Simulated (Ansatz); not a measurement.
TaSiAs (space group P4/nmm)

```
TaSiAs
1.0
    3.50170     0.00000     0.00000
    0.00000     3.50170     0.00000
    0.00000     0.00000     7.87156
Ta Si As
2 2 2
Direct
  0.50000   0.00000   0.25454
  0.00000   0.50000   0.74546
  0.00000   0.00000   0.00000
  0.50000   0.50000   0.00000
  0.50000   0.00000   0.61280
  0.00000   0.50000   0.38720
```

The slice is a (0 -1 1) plane (indices of the conventional cell) through the point (0.500, 0.000, 0.613) (fractional), spanned by u = [100] and v = [011] in vectors of this cell: u (3.50 Å) and v (8.62 Å, at 90° to u). It covers one period; positions are fractions (u, v).

All values below come from r2SCAN (plane waves to 500 eV, PAW, scalar-relativistic; Ansatz, a program for electronic structure). k mesh 13×13×6. These are valence fields of a PAW run, semicore shells included where kept as valence: close to a nucleus they are smooth pseudo fields. Spin-orbit coupling is left out, though Ta is heavy. TaSiAs is run without spin polarisation. TaSiAs was relaxed with its symmetry unable to fall.

### Question
Predict the map of the electrostatic potential energy of an electron, from the cell's mean on the slice.

### Answer
```
v \ u  0.00  0.12  0.25  0.38  0.50  0.62  0.75  0.88
-----  ----  ----  ----  ----  ----  ----  ----  ----
0.90      x     x   6.5   9.7  10.2   9.7   6.5     x
0.75    2.5   4.1   4.8     x     x     x   4.8   4.1
0.60    6.8   7.7   9.0   9.2   8.9   9.2   9.0   7.7
0.45      x     x  <2.0   8.0   9.2   8.0  <2.0     x
0.30      x   2.9   6.5   6.2   5.0   6.2   6.5   2.9
0.15    7.5   7.9   7.3   4.6   2.7   4.6   7.3   7.9
0.00      x     x     x   7.8   9.9   7.8     x     x
```

Values: electrostatic potential energy of an electron, from the cell's mean, in eV. Points within 1 Å of a nucleus are blanked (x), as the pseudised field means little there. Values under 2 eV are set to 2. The zero, the cell's mean, hangs on the PAW cores.
